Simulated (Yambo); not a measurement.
Absorption of CsNaTiO$_{3}$ (space group Cmcm, No. 63) with and without the electron-hole interaction (Yambo, LDA bands; 4×4×4 mesh, 18 valence and 12 conduction bands, static screening with 120 bands and a 3 Ry block, scissor 2.40 eV, Tamm-Dancoff; field along x). Axes are Cartesian, with cell vectors (Å) (3.04, -5.70, 0.00), (3.04, 5.70, 0.00), (0.00, 0.00, 5.67).

```json
[
 {"E (eV)": "3.42", "Im ε, BSE": "0.04", "Im ε, independent quasiparticles": "0.03"},
 {"E (eV)": "3.52", "Im ε, BSE": "0.04", "Im ε, independent quasiparticles": "0.03"},
 {"E (eV)": "3.62", "Im ε, BSE": "0.05", "Im ε, independent quasiparticles": "0.03"},
 {"E (eV)": "3.72", "Im ε, BSE": "0.05", "Im ε, independent quasiparticles": "0.03"},
 {"E (eV)": "3.82", "Im ε, BSE": "0.06", "Im ε, independent quasiparticles": "0.04"},
 {"E (eV)": "3.92", "Im ε, BSE": "0.07", "Im ε, independent quasiparticles": "0.04"},
 {"E (eV)": "4.02", "Im ε, BSE": "0.08", "Im ε, independent quasiparticles": "0.04"},
 {"E (eV)": "4.12", "Im ε, BSE": "0.10", "Im ε, independent quasiparticles": "0.04"},
 {"E (eV)": "4.22", "Im ε, BSE": "0.13", "Im ε, independent quasiparticles": "0.04"},
 {"E (eV)": "4.32", "Im ε, BSE": "0.19", "Im ε, independent quasiparticles": "0.05"},
 {"E (eV)": "4.42", "Im ε, BSE": "0.29", "Im ε, independent quasiparticles": "0.05"},
 {"E (eV)": "4.52", "Im ε, BSE": "0.51", "Im ε, independent quasiparticles": "0.06"},
 {"E (eV)": "4.62", "Im ε, BSE": "0.78", "Im ε, independent quasiparticles": "0.06"},
 {"E (eV)": "4.72", "Im ε, BSE": "0.86", "Im ε, independent quasiparticles": "0.07"},
 {"E (eV)": "4.82", "Im ε, BSE": "0.78", "Im ε, independent quasiparticles": "0.07"},
 {"E (eV)": "4.92", "Im ε, BSE": "0.49", "Im ε, independent quasiparticles": "0.08"},
 {"E (eV)": "5.02", "Im ε, BSE": "0.32", "Im ε, independent quasiparticles": "0.09"},
 {"E (eV)": "5.12", "Im ε, BSE": "0.24", "Im ε, independent quasiparticles": "0.10"},
 {"E (eV)": "5.22", "Im ε, BSE": "0.22", "Im ε, independent quasiparticles": "0.11"},
 {"E (eV)": "5.32", "Im ε, BSE": "0.23", "Im ε, independent quasiparticles": "0.13"},
 {"E (eV)": "5.43", "Im ε, BSE": "0.28", "Im ε, independent quasiparticles": "0.16"},
 {"E (eV)": "5.53", "Im ε, BSE": "0.37", "Im ε, independent quasiparticles": "0.20"},
 {"E (eV)": "5.63", "Im ε, BSE": "0.52", "Im ε, independent quasiparticles": "0.26"},
 {"E (eV)": "5.73", "Im ε, BSE": "0.77", "Im ε, independent quasiparticles": "0.36"},
 {"E (eV)": "5.83", "Im ε, BSE": "1.02", "Im ε, independent quasiparticles": "0.57"},
 {"E (eV)": "5.93", "Im ε, BSE": "1.23", "Im ε, independent quasiparticles": "0.92"},
 {"E (eV)": "6.03", "Im ε, BSE": "1.23", "Im ε, independent quasiparticles": "1.24"},
 {"E (eV)": "6.13", "Im ε, BSE": "0.93", "Im ε, independent quasiparticles": "1.29"},
 {"E (eV)": "6.23", "Im ε, BSE": "0.81", "Im ε, independent quasiparticles": "1.18"},
 {"E (eV)": "6.33", "Im ε, BSE": "0.85", "Im ε, independent quasiparticles": "1.30"},
 {"E (eV)": "6.43", "Im ε, BSE": "0.94", "Im ε, independent quasiparticles": "1.38"},
 {"E (eV)": "6.53", "Im ε, BSE": "1.13", "Im ε, independent quasiparticles": "1.28"},
 {"E (eV)": "6.63", "Im ε, BSE": "1.19", "Im ε, independent quasiparticles": "1.16"},
 {"E (eV)": "6.73", "Im ε, BSE": "1.11", "Im ε, independent quasiparticles": "1.01"},
 {"E (eV)": "6.83", "Im ε, BSE": "1.03", "Im ε, independent quasiparticles": "0.95"},
 {"E (eV)": "6.93", "Im ε, BSE": "1.03", "Im ε, independent quasiparticles": "0.99"},
 {"E (eV)": "7.03", "Im ε, BSE": "1.09", "Im ε, independent quasiparticles": "1.15"},
 {"E (eV)": "7.13", "Im ε, BSE": "1.30", "Im ε, independent quasiparticles": "1.50"},
 {"E (eV)": "7.23", "Im ε, BSE": "1.53", "Im ε, independent quasiparticles": "1.93"},
 {"E (eV)": "7.33", "Im ε, BSE": "1.58", "Im ε, independent quasiparticles": "2.43"},
 {"E (eV)": "7.43", "Im ε, BSE": "1.48", "Im ε, independent quasiparticles": "3.04"},
 {"E (eV)": "7.54", "Im ε, BSE": "1.38", "Im ε, independent quasiparticles": "3.10"},
 {"E (eV)": "7.64", "Im ε, BSE": "1.36", "Im ε, independent quasiparticles": "2.90"},
 {"E (eV)": "7.74", "Im ε, BSE": "1.44", "Im ε, independent quasiparticles": "2.81"},
 {"E (eV)": "7.84", "Im ε, BSE": "1.55", "Im ε, independent quasiparticles": "2.78"},
 {"E (eV)": "7.94", "Im ε, BSE": "1.63", "Im ε, independent quasiparticles": "2.68"},
 {"E (eV)": "8.04", "Im ε, BSE": "1.70", "Im ε, independent quasiparticles": "2.61"},
 {"E (eV)": "8.14", "Im ε, BSE": "1.74", "Im ε, independent quasiparticles": "2.59"},
 {"E (eV)": "8.24", "Im ε, BSE": "1.72", "Im ε, independent quasiparticles": "2.70"},
 {"E (eV)": "8.34", "Im ε, BSE": "1.72", "Im ε, independent quasiparticles": "2.81"},
 {"E (eV)": "8.44", "Im ε, BSE": "1.84", "Im ε, independent quasiparticles": "3.00"},
 {"E (eV)": "8.54", "Im ε, BSE": "1.97", "Im ε, independent quasiparticles": "3.11"},
 {"E (eV)": "8.64", "Im ε, BSE": "2.04", "Im ε, independent quasiparticles": "3.33"},
 {"E (eV)": "8.74", "Im ε, BSE": "2.00", "Im ε, independent quasiparticles": "3.47"},
 {"E (eV)": "8.84", "Im ε, BSE": "1.94", "Im ε, independent quasiparticles": "3.42"},
 {"E (eV)": "8.94", "Im ε, BSE": "1.95", "Im ε, independent quasiparticles": "3.23"}
]
```

The scissor comes from a G0W0 run whose convergence isn't established. Broadening 0.15 eV. The band window holds all transitions up to 9.0 eV. Fine structure above the onset can come from the mesh.

Geometry of the Materials Project entry, not relaxed at this level; primitive cell a = 6.4564 Å, b = 6.4564 Å, c = 5.6711 Å, α = 90.00°, β = 90.00°, γ = 123.87°.

The structure is a Materials Project entry; no match was found in the copy of COD used, and its stability was not checked.
